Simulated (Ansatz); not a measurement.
SnS2:
```
CELL_PARAMETERS angstrom
      3.61709     0.00000     0.00000
     -1.80855     3.13249     0.00000
      0.00000     0.00000    32.00000
ATOMIC_POSITIONS crystal
  S  0.66667 0.33333 0.54587
  Sn 0.00000 0.00000 0.50000
  S  0.33333 0.66667 0.45413
```
The layer is periodic in x and y and isolated along z.

Relaxed with LDA. Special points in fractions of this cell's reciprocal vectors: Γ (0.000, 0.000, 0.000); M (0.500, 0.000, 0.000); K (0.333, 0.333, 0.000).

### Question
List the band energies nearest the valence-band maximum at these points for LDA in the plane-wave PAW code Ansatz.

### Answer
In eV from the valence-band maximum; about four levels below and three above (degenerate sets whole), none deeper than 8.9 eV; points with the same levels are listed once.

```
k                          below                above
-  -----------------------------  -------------------
Γ        -0.52 -0.52 -0.09 -0.09  2.45 3.71 5.37 5.37
M        -2.37 -2.17 -0.58 -0.29       1.46 4.62 6.12
K  -3.76 -3.76 -3.37 -0.73 -0.73       2.64 6.05 6.05
```

Space group P-3m1 (1T). A layer that has been made, often on a substrate. The cell was relaxed with LDA under the symmetry of its start; whether a distortion lowers the energy is not shown. Scalar-relativistic: spin–orbit coupling is off unless named, which matters more the heavier the elements.

Potentials: the later of the program's two PAW sets.
